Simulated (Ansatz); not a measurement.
InSb:
```
InSb
1.0
    4.23368     0.00000     0.00000
   -2.11684     3.66647     0.00000
    0.00000     0.00000     7.34487
In Sb
2 2
Cartesian
  0.00000   0.00000   0.00000
  0.00000   0.00000   3.67244
  0.00000   2.44432   1.83622
  2.11684   1.22216   5.50865
```

Relaxed with r²SCAN. Special points in fractions of this cell's reciprocal vectors: Γ (0.000, 0.000, 0.000); M (0.500, 0.000, 0.000); K (0.333, 0.333, 0.000); A (0.000, 0.000, 0.500); L (0.500, 0.000, 0.500); H (0.333, 0.333, 0.500).

Task: List the band energies nearest the Fermi level at these points for r²SCAN in the plane-wave PAW code Ansatz.

Result: In eV from the Fermi level; about four levels below and three above (degenerate sets whole), none deeper than 8.9 eV; points with the same levels are listed once.

| k | below | above |
|---|---|---|
| Γ | -0.50 -0.34 -0.03 -0.03 | 0.59 0.59 2.76 |
| M | -4.20 -4.12 -3.46 -2.02 | 0.34 1.12 1.66 |
| K | -2.69 -2.69 -2.45 -2.45 | 4.59 5.27 5.52 5.52 |
| A | -4.41 -4.41 | 0.30 0.30 0.30 0.30 |
| L | -1.20 -1.20 -0.50 -0.50 | 3.40 3.40 5.53 5.53 |
| H | -3.85 -3.85 -0.21 -0.21 | 0.41 0.41 2.24 2.24 |

Space group P6_3/mmc (NiAs type). The start of the workflow was typed in or built on a structure type; neither database checked (COD, Materials Project) lists it. It is not the phase usual at ambient conditions (space group No. 216). The cell was relaxed with r²SCAN under the symmetry of its start; its stability against distortions is not shown here. Spin–orbit coupling is left out wherever it is not named.

Potentials: the later of the program's two PAW sets.
